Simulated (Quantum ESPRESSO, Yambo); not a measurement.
At a photon energy of 11.62 eV, RPA with local fields on PBEsol bands shifted by a G0W0 scissor of 3.83 eV (Quantum ESPRESSO and Yambo; 4×4×4 mesh, 137 bands, 3 Ry local-field block, 0.2 eV broadening) gives ε = 2.3 + 0.47i for Rb₃AlF₆ (space group Fm-3m, No. 225), field along x.

Work out n, κ, the normal-incidence reflectivity, the absorption coefficient and the penetration depth.


|ε| = 2.35; n = √((|ε| + ε1)/2) = 1.52, κ = √((|ε| − ε1)/2) = 0.15. R = ((n − 1)² + κ²)/((n + 1)² + κ²) = 0.05. α = 2Eκ/(ħc) with ħc = 197.327 eV nm: 0.0182 per nm = 1.8 × 10⁵ per cm, a 1/e depth of 55 nm. The computed direct gap is 10.14 eV, and the energy scale of the real crystal may differ from it. Excitonic effects are left out, and values at one energy depend on mesh and broadening. The scissor comes from a G0W0 run whose convergence isn't established. Convergence of the RPA response with its 4×4×4 mesh was not tested.

Geometry of the Materials Project entry, not relaxed at this level; primitive cell a = b = c = 6.2541 Å, α = β = γ = 60.00°.

The structure is a Materials Project entry; no match was found in the copy of COD used, and its stability was not checked.
